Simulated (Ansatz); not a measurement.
**Si (Fd-3m): volume and gaps against pressure**

```xyz
2
Lattice="2.7221 2.7221 0.0000 -2.7221 2.7221 0.0000 0.0000 2.7221 2.7221" Properties=species:S:1:pos:R:3 pbc="T T T"
Si   -1.3610    4.0831    1.3610
Si    0.0000    0.0000    0.0000
```

This is the zero-pressure cell under r²SCAN. Cell and atoms are relaxed by PAW (default files of Ansatz 0.2.0, cutoff 500 eV, stress met within about 0.05 GPa) at each pressure, in this structure whether or not another phase would take over; P is the pressure reached, less that of this cell. Levels come from r²SCAN, PAW on Ansatz 0.2.0's default frozen-core files (fitted under PBE), scalar-relativistic; k mesh 8×8×8, fixed occupations, cutoff 500 eV. Conduction levels are in eV over the valence top (at Γ), at fixed fractional wave vectors («min» is a refined band extremum of the unstrained crystal off the named points). Zone-centre phonons come from finite displacements by PAW.

```
P (GPa)    V/V₀    min      X      L      Γ  T2g (cm⁻¹)
  -1.99  1.0217  0.806  0.959  1.762  2.730       507.7
   0.00  1.0000  0.770  0.919  1.844  2.739       518.5
   2.01       ?      ?      ?      ?      ?           ?
   4.03  0.9625  0.701  0.843  1.990  2.754       538.3
   7.00  0.9388  0.654  0.791  2.084  2.763       551.6
  10.04  0.9172  0.607  0.739  2.173  2.770       564.4
  15.00  0.8865  0.536  0.659  2.302  2.779       583.5
```

Task: Fit the third-order Birch-Murnaghan equation to the rows shown.

Result: With f = [(V₀/V)^(2/3) − 1]/2, the normalised pressure F = P/[3f(1 + 2f)^(5/2)] is 96.4 GPa at f = -0.0071, 97.7 GPa at f = 0.0129, 97.7 GPa at f = 0.0215, 97.8 GPa at f = 0.0296, 97.9 GPa at f = 0.0418. The line F = B₀[1 + (3/2)(B′ − 4)f] gives B₀ = 96.9 GPa and B′ = 4.2.

Task: What are the volume deformation potentials and pressure coefficients of these levels at zero pressure?

Result: 

```csv
level,dE/dlnV (eV),dE/dP = −(dE/dlnV)/B₀ (meV/GPa),mean slope up to 4.0 GPa (meV/GPa)
min,1.73,-17.9,-17.1
X,1.90,-19.6,-18.8
L,-3.81,39.3,36.2
Γ,-0.42,4.4,3.8
```

dE/dlnV is the slope of a cubic fit in ln V at V₀. The last column is read from two rows and shows how the slope bends with pressure.

Task: What mode Grüneisen parameters follow?

Result: γ = −d ln ω/d ln V at V₀ from a quadratic fit in ln V: T2g 0.98.

Task: Fill the row at 2.01 GPa.

Result: The fits give V/V₀ = 0.9803 and min = 0.735 eV. Computed: V/V₀ = 0.9804, min = 0.735, X = 0.881, L = 1.919, Γ = 2.747, T2g (cm⁻¹) = 528.6.

Limits of these numbers: no other phase was computed; many crystals of this kind change structure within this range, and rows or crossings beyond such a change describe a metastable lattice; frozen-core PAW files fitted under PBE, their cores solved anew for the functional of the run; semilocal gaps are low, and the spacing of valleys can be off by tenths of an eV; levels are read at fixed fractional k, so an edge that moves off these points is missed.
